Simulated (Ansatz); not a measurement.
Slab of bcc Cr (111), 3 layers

The slab is cut from the bcc crystal, the stable phase, as relaxed on PAW files (11.56 Å³/atom), with 16 Å of vacuum and a dipole correction:

```
Cr
1.0
     4.02837    0.00000    0.00000
    -2.01419    3.48867    0.00000
     0.00000    0.00000   17.64460
Cr
3
Direct
  0.16667 0.33333 0.45340
  0.50000 0.00000 0.50000
  0.83333 0.66667 0.54660
```

Level of theory: DFT with PBE, scalar-relativistic, in Ansatz 0.2.0; a Γ-centred 10×10×1 k mesh, Fermi–Dirac smearing of 0.08 eV, spin-polarised from start moments Cr1 2, Cr2 2, Cr3 2 μB. LAPW: all electrons, basis error target 1 meV/atom; PAW: frozen-core files, cutoff 420 eV.

The bulk energy comes from a cell in the slab's orientation on a 10×10×13 mesh. The surface energy is (E(slab) − N·E(bulk))/2A at zero smearing, the mean of both faces; thin slabs carry quantum-size effects.

Antiferromagnetic order, which Cr and Mn prefer near zero pressure, wasn't tried. The magnetic state is the one reached from the start moments; other orders weren't searched. The cell is 1×1, so reconstructions are forbidden, and in slabs of four or five layers the relaxations can be far larger than at a real surface.

Question: As cut, the LAPW slab lies 5.555 eV above 3 atoms of bulk. What surface energy is that?

Answer: Over two faces of 14.05 Å² it is 197.6 meV/Å², and times 16.02 J/m² per eV/Å² that gives γ = 3.166 J/m².

```tsv
method	γ as cut (J/m²)	γ relaxed (J/m²)	Φ as cut (eV)	Φ relaxed (eV)
LAPW	3.166	3.159	3.97	3.93
PAW	3.164	3.157	3.97	3.93
```

Question: How do the spacings between the planes relax?

Answer: From the bottom face up: d12 +6.1 % of 0.822 Å, d23 +6.1 % of 0.822 Å.

Question: How do the moments vary through the slab?

Answer: Cr1 3.16, Cr2 -2.69, Cr3 3.16 μB in the LAPW spheres; the bulk has Cr 0.00 μB.

Question: What changes if the images along the normal are cut off in place of the dipole correction?

Answer: LAPW then gives: no gap, work function 3.93 eV; PAW: no gap, work function 3.93 eV.
